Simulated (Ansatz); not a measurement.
**Ho₂O: vibrational free energy, entropy and heat capacity**

Level of theory: DFT PBE, scalar-relativistic, plane waves, PAW, and for the lanthanide a 4f-in-core norm-conserving potential, in Ansatz 0.2.0. Settings: 690 eV plane-wave cutoff, Γ-centred 8×8×4 mesh, Gaussian smearing of 0.10 eV. No spin polarisation. Phonons by linear response, acoustic sum rule imposed.

The cell, relaxed at this level:
```cif
data_structure
_symmetry_space_group_name_H-M 'P4_2/nmc:1'
_symmetry_Int_Tables_number 137
_cell_length_a 3.7093
_cell_length_b 3.7093
_cell_length_c 10.4454
_cell_angle_alpha 90.000
_cell_angle_beta 90.000
_cell_angle_gamma 90.000
_cell_volume 143.72
loop_
_atom_site_label
_atom_site_type_symbol
_atom_site_symmetry_multiplicity
_atom_site_Wyckoff_symbol
_atom_site_fract_x
_atom_site_fract_y
_atom_site_fract_z
_atom_site_occupancy
Ho1 Ho 4 d 0.50000 0.00000 0.11421 1
O1 O 2 b 0.00000 0.00000 0.50000 1
```

The cell was found from a structure generator's guess, not taken from experiment. In a metal, frequencies and elastic constants depend on the k mesh and the smearing, soft modes and shear constants most. Some empty bands missed the eigensolver's threshold. The q mesh is coarse, so values between its points are rough.

Force constants from linear response on a 2×2×1 q mesh, interpolated to a fine mesh.

Problem. What is the zero-point energy per atom?

Solution. 32.8 meV.

Problem. How large are the vibrational entropy and heat capacity at 300 K?

Solution. S = 4.37 k_B and C_V = 2.76 k_B per atom, 92 % of the Dulong–Petit value.

Problem. Tabulate them against temperature.

Solution.
```tsv
T (K)	F_vib (meV/atom)	S (k_B/atom)	C_V (k_B/atom)
100	26.5	1.75	1.89
200	4.3	3.30	2.53
300	-29.0	4.37	2.76
400	-70.4	5.18	2.86
500	-117.9	5.83	2.91
600	-170.5	6.36	2.93
700	-227.3	6.81	2.95
800	-287.8	7.21	2.96
900	-351.4	7.56	2.97
1000	-418.0	7.87	2.97
```

The lanthanide is trivalent by construction, without f bands, f moments or other valences.
